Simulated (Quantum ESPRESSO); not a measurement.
## Al2Ga2NP2As (input and log of a self-consistent run)

Computed values, not a measurement. The program is pw.x of Quantum ESPRESSO 7.5 (plane-wave density functional theory). The cell is made up: 8 atoms on a zincblende/diamond lattice, with randomly drawn elements, strain and displacements, not relaxed. PseudoDojo standard norm-conserving files (v0.5 for PBE, v0.4.1 for LDA and PBEsol) set the functional; there is no spin polarisation, spin-orbit coupling or dispersion term, and the masses in the input are unused placeholders.

Input:

```
&control calculation='scf', pseudo_dir='./dojo.nc.sr.pbe.v0_5.standard.upf', outdir='./o', disk_io='medium', tprnfor=.true., tstress=.true. /
&system ibrav=0, nat=8, ntyp=5, nbnd=37, ecutwfc=84.00895049, nosym=.true., tot_charge=0,
 occupations='smearing', smearing='fd', degauss=0.0018374661
/
&electrons conv_thr=7.350e-09, electron_maxstep=60, /
ATOMIC_SPECIES
Al 1.0 Al.upf
As 1.0 As.upf
Ga 1.0 Ga.upf
N 1.0 N.upf
P 1.0 P.upf
CELL_PARAMETERS angstrom
5.5377 0.0 0.0
0.0 5.5377 0.0
0.0 0.0 5.5377
ATOMIC_POSITIONS angstrom
Al 0.0902 -0.0095 0.2058
Al 0.0773 2.777 2.7007
Ga 2.823 0.0753 2.7512
Ga 2.785 2.6465 -0.2084
N 1.4036 1.356 1.4088
P 1.3155 4.1381 4.2119
As 4.0586 1.326 4.0932
P 4.1432 4.0652 1.3086
K_POINTS automatic
4 4 4 1 1 1
```

The log is shortened where brackets say so; the opening notice, blank lines, dates and the lines on written files are dropped, and the path of the files is cut. It prints rydbergs, bohrs and kilobars, and counts compression as positive stress. With no partly filled state, the Fermi energy that it prints is only some level between the filled and the empty states on the mesh, and need not lie in the true gap.

```
     Program PWSCF v.7.5
     Parallel version (MPI & OpenMP), running on       1 processor cores
     Number of MPI processes:                 1
     Threads/MPI process:                     1
     [start-up lines left out]
     bravais-lattice index     =            0
     lattice parameter (alat)  =      10.4647  a.u.
     unit-cell volume          =    1146.0007 (a.u.)^3
     number of atoms/cell      =            8
     number of atomic types    =            5
     number of electrons       =        62.00
     number of Kohn-Sham states=           37
     kinetic-energy cutoff     =      84.0090  Ry
     charge density cutoff     =     336.0358  Ry
     scf convergence threshold =      7.3E-09
     mixing beta               =       0.7000
     number of iterations used =            8  plain     mixing
     Exchange-correlation= PBE
                           (   1   4   3   4   0   0   0)
     [axes and pseudopotential details left out]
   Cartesian axes
     site n.     atom                  positions (alat units)
         1        Al     tau(   1) = (   0.0162884  -0.0017155   0.0371634  )
         2        Al     tau(   2) = (   0.0139589   0.5014717   0.4876934  )
         3        Ga     tau(   3) = (   0.5097784   0.0135977   0.4968128  )
         4        Ga     tau(   4) = (   0.5029164   0.4779060  -0.0376330  )
         5        N      tau(   5) = (   0.2534626   0.2448670   0.2544016  )
         6        P      tau(   6) = (   0.2375535   0.7472597   0.7605865  )
         7        As     tau(   7) = (   0.7329036   0.2394496   0.7391516  )
         8        P      tau(   8) = (   0.7481807   0.7340954   0.2363075  )
     number of k points=    32  Fermi-Dirac smearing, width (Ry)=  0.0018
                       cart. coord. in units 2pi/alat
        k(    1) = (   0.1250000   0.1250000   0.1250000), wk =   0.0625000
        k(    2) = (   0.1250000   0.1250000   0.3750000), wk =   0.0625000
     [further k points left out]
     Dense  grid:   119321 G-vectors     FFT dimensions: (  64,  64,  64)
     Estimated max dynamical RAM per process >     162.40 MB
     Initial potential from superposition of free atoms
     starting charge      61.9892, renormalised to      62.0000
     Starting wfcs are   47 randomized atomic wfcs
     total cpu time spent up to now is       23.2 secs
     per-process dynamical memory:    91.3 Mb
     Self-consistent Calculation
     iteration #  1     ecut=    84.01 Ry     beta= 0.70
     Davidson diagonalization with overlap
     ethr =  1.00E-02,  avg # of iterations =  3.9
     total cpu time spent up to now is       67.5 secs
     total energy              =    -575.28521474 Ry
     estimated scf accuracy    <       1.01806735 Ry
     iteration #  2     ecut=    84.01 Ry     beta= 0.70
     Davidson diagonalization with overlap
     ethr =  1.64E-03,  avg # of iterations =  6.1
     total cpu time spent up to now is      108.2 secs
     total energy              =    -575.02309449 Ry
     estimated scf accuracy    <       4.98060978 Ry
     iteration #  3     ecut=    84.01 Ry     beta= 0.70
     Davidson diagonalization with overlap
     ethr =  1.64E-03,  avg # of iterations =  5.0
     total cpu time spent up to now is      151.1 secs
     total energy              =    -575.80797757 Ry
     estimated scf accuracy    <       0.12077650 Ry
     iteration #  4     ecut=    84.01 Ry     beta= 0.70
     Davidson diagonalization with overlap
     ethr =  1.95E-04,  avg # of iterations =  2.8
     total cpu time spent up to now is      196.0 secs
     total energy              =    -575.82261995 Ry
     estimated scf accuracy    <       0.00984739 Ry
     iteration #  5     ecut=    84.01 Ry     beta= 0.70
     Davidson diagonalization with overlap
     c_bands:  1 eigenvalues not converged
     ethr =  1.59E-05,  avg # of iterations =  7.7
     total cpu time spent up to now is      260.1 secs
     total energy              =    -575.82434858 Ry
     estimated scf accuracy    <       0.00182372 Ry
     iteration #  6     ecut=    84.01 Ry     beta= 0.70
     Davidson diagonalization with overlap
     ethr =  2.94E-06,  avg # of iterations =  5.1
     total cpu time spent up to now is      333.8 secs
     total energy              =    -575.82468215 Ry
     estimated scf accuracy    <       0.00039310 Ry
     iteration #  7     ecut=    84.01 Ry     beta= 0.70
     Davidson diagonalization with overlap
     ethr =  6.34E-07,  avg # of iterations =  2.0
     total cpu time spent up to now is      390.8 secs
     total energy              =    -575.82473797 Ry
     estimated scf accuracy    <       0.00001658 Ry
     iteration #  8     ecut=    84.01 Ry     beta= 0.70
     Davidson diagonalization with overlap
     ethr =  2.67E-08,  avg # of iterations =  4.3
     total cpu time spent up to now is      445.5 secs
     total energy              =    -575.82474316 Ry
     estimated scf accuracy    <       0.00000390 Ry
     iteration #  9     ecut=    84.01 Ry     beta= 0.70
     Davidson diagonalization with overlap
     ethr =  6.28E-09,  avg # of iterations =  2.5
     total cpu time spent up to now is      486.8 secs
     total energy              =    -575.82474404 Ry
     estimated scf accuracy    <       0.00000024 Ry
     iteration # 10     ecut=    84.01 Ry     beta= 0.70
     Davidson diagonalization with overlap
     ethr =  3.89E-10,  avg # of iterations =  4.0
     total cpu time spent up to now is      536.7 secs
     total energy              =    -575.82474406 Ry
     estimated scf accuracy    <       0.00000021 Ry
     iteration # 11     ecut=    84.01 Ry     beta= 0.70
     Davidson diagonalization with overlap
     ethr =  3.35E-10,  avg # of iterations =  2.0
     total cpu time spent up to now is      576.9 secs
     End of self-consistent calculation
          k = 0.1250 0.1250 0.1250 ( 14897 PWs)   bands (ev):
   -29.2278 -29.2145 -29.1522 -29.1192 -29.1129  -9.0383  -8.8713  -8.8472
    -8.8037  -8.7585  -8.7514  -8.7398  -8.7103  -8.6602  -8.6527  -6.6478
    -5.4498  -4.1518  -3.6460  -0.2279   0.3424   0.8230   2.8793   3.0156
     3.3641   3.6025   3.9025   3.9414   4.1089   5.3916   5.6887   6.8951
     7.8487   8.1047   8.3236   8.7204   8.8981
     [levels at the other k points left out]
     the Fermi energy is     6.2790 ev
!    total energy              =    -575.82474409 Ry
     estimated scf accuracy    <          4.5E-09 Ry
     smearing contrib. (-TS)   =      -0.00000000 Ry
     internal energy E=F+TS    =    -575.82474409 Ry
     The total energy is F=E-TS. E is the sum of the following terms:
     one-electron contribution =    -370.47741850 Ry
     hartree contribution      =     221.96943001 Ry
     xc contribution           =    -149.51368753 Ry
     ewald contribution        =    -277.80306806 Ry
     convergence has been achieved in  11 iterations
     Forces acting on atoms (cartesian axes, Ry/au):
     atom    1 type  1   force =     0.04043374    0.05295096    0.02349100
     atom    2 type  1   force =     0.03178792   -0.04890432   -0.04310393
     atom    3 type  3   force =    -0.10814064   -0.05711472   -0.09623196
     atom    4 type  3   force =    -0.08443171    0.04957081    0.10558809
     atom    5 type  4   force =    -0.03058493   -0.01153246   -0.00287752
     atom    6 type  5   force =     0.01683782    0.01346021   -0.02010965
     atom    7 type  2   force =     0.14367946   -0.00409475    0.01751961
     atom    8 type  5   force =    -0.00958165    0.00566427    0.01572436
     Total force =     0.280155     Total SCF correction =     0.000261
     Computing stress (Cartesian axis) and pressure
          total   stress  (Ry/bohr**3)                   (kbar)     P=      -52.19
  -0.00036140   0.00001311  -0.00001631          -53.16        1.93       -2.40
   0.00001311  -0.00034493   0.00013962            1.93      -50.74       20.54
  -0.00001631   0.00013962  -0.00035792           -2.40       20.54      -52.65
     init_run     :     21.77s CPU     22.86s WALL (       1 calls)
     electrons    :    535.76s CPU    553.76s WALL (       1 calls)
     forces       :      6.96s CPU      7.09s WALL (       1 calls)
     stress       :     24.26s CPU     24.42s WALL (       1 calls)
     [timing details left out]
     PWSCF        :   9m49.16s CPU  10m 8.88s WALL
     JOB DONE.
```

In other units: free energy -7834.495 eV for the cell, pressure -5.22 GPa, largest force component 3.694 eV/Å. A rerun of this cell at 1437 eV and a 6 x 6 x 6 mesh moved values by no more than 0.008 eV in energy, 0.02 GPa in stress and 0.002 eV/Å in force.